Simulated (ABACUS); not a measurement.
Input and output of a self-consistent single point for Mg4Te3S (Pmm2, 8 atoms in the cell; from Materials Project mp-1222100, changed as shown) (ABACUS).

Level of theory: PBEsol, PseudoDojo 0.4 standard norm-conserving PBEsol (tails mended) pseudopotentials (plane waves; ABACUS 3.10.1).

The change in words: volume scaled by 1.01. Reference geometry (Pmm2):
```
CELL_PARAMETERS angstrom
      4.36645     0.00000     0.00000
      0.00000     8.79698     0.00000
      0.00000     0.00000     6.12221
ATOMIC_POSITIONS crystal
  Mg 0.00000 0.27420 0.98146
  Mg 0.00000 0.72580 0.98146
  Mg 0.50000 0.00000 0.49162
  Mg 0.50000 0.50000 0.54006
  Te 0.50000 0.26155 0.25040
  Te 0.50000 0.73845 0.25040
  Te 0.00000 0.00000 0.75735
  S  0.00000 0.50000 0.74725
```

Reference input (self-consistent single point, DFT, PBEsol, plane waves, PseudoDojo 0.4 standard norm-conserving PBEsol (tails mended) pseudopotentials): KPT = Gamma 3 2 2 0 0 0; basis_type = pw; ecutwfc = 84 Ry; smearing_method = fixed; potentials = PseudoDojo 0.4 standard norm-conserving PBEsol (tails mended); symmetry = 1; symmetry_prec = 1e-05; ks_solver = dav; scf_nmax = 100; scf_thr = 1.0e-09 Ry; mixing_type = broyden; mixing_beta = 0.7. This run's input differs from it in these lines:

```diff
@@ -27,5 +27,5 @@
 LATTICE_VECTORS
-   4.3664490000    0.0000000000    0.0000000000
-   0.0000000000    8.7969760000    0.0000000000
-   0.0000000000    0.0000000000    6.1222130000
+   4.3809540000    0.0000000000    0.0000000000
+   0.0000000000    8.8262000000    0.0000000000
+   0.0000000000    0.0000000000    6.1425510000
```

The program printed (abridged):

```
 SELF-CONSISTENT
 -------------------------------------------

                                 init_chg = atomic

 PW ALGORITHM --------------- ION=   1  ELEC=   1--------------------------------

 Notice: Threshold on eigenvalues was too large.

 Density error is 0.273974239303
                          Error Threshold = 0.000288359835202
 E_KohnSham     -1124.6176954393     -15301.2087296026
 E_Fermi        0.3174191035         4.3187084622

 PW ALGORITHM --------------- ION=   1  ELEC=   2--------------------------------

 Density error is 0.0211846929799
                          Error Threshold = 0.000291461956706
   [... lines left out ...]

 Density error is 2.35242670897e-09
                          Error Threshold = 5.10575319928e-11
 E_KohnSham     -1124.6686696102     -15301.9022687785
 E_Fermi        0.3616662259         4.9207214460

 PW ALGORITHM --------------- ION=   1  ELEC=   9--------------------------------

 Density error is 1.23769488601e-10
                          Error Threshold = 2.50258160528e-12
 E_KohnSham     -1124.6686696112     -15301.9022687916
 E_KS(sigma->0) -1124.6686696112     -15301.9022687916
 E_entropy(-TS) 0.0000000000         0.0000000000
 E_Fermi        0.3616678504         4.9207435493
 charge density convergence is achieved
 final etot is -15301.902269 eV
 EFERMI = 4.9207435493 eV

 STATE ENERGY(eV) AND OCCUPATIONS    NSPIN == 1
   [... 54 lines left out ...]

 TOTAL-FORCE (eV/Angstrom)
                       Mg1         0.0000000000         0.0080399821        -0.0073209253
                       Mg2         0.0000000000        -0.0080399821        -0.0073209253
                       Mg3         0.0000000000         0.0000000000        -0.1199181528
                       Mg4         0.0000000000         0.0000000000         0.1357724087
                       Te1         0.0000000000         0.0445343760         0.0161935791
                       Te2         0.0000000000        -0.0445343760         0.0161935791
                       Te3         0.0000000000         0.0000000000         0.0651140036
   [... lines left out ...]

 TOTAL-STRESS (KBAR)
        13.7930089318         0.0000000000         0.0000000000
         0.0000000000         8.9875428887         0.0000000000
         0.0000000000         0.0000000000         5.9737891068
 TOTAL-PRESSURE: 9.584780 KBAR

 --------------------------------------------
 !FINAL_ETOT_IS -15301.9022687915876304 eV
 --------------------------------------------
```

The run converged in 9 iterations. Against the reference run the free energy drops by 2.2 meV/atom, the pressure goes from 1.41 to 0.96 GPa and the largest force goes from 0.152 to 0.136 eV/Å.

Spin-orbit coupling is left out, which matters for bands and gaps with elements this heavy. The structure comes from a collection of computed structures, made at another level of theory; the collection holds predicted forms beside known ones. Its lattice was then scaled.

Cost on one core: very roughly 100 core-seconds.

“Tails mended”: in these copies of the files the far tail of each local potential was reset to the Coulomb form.
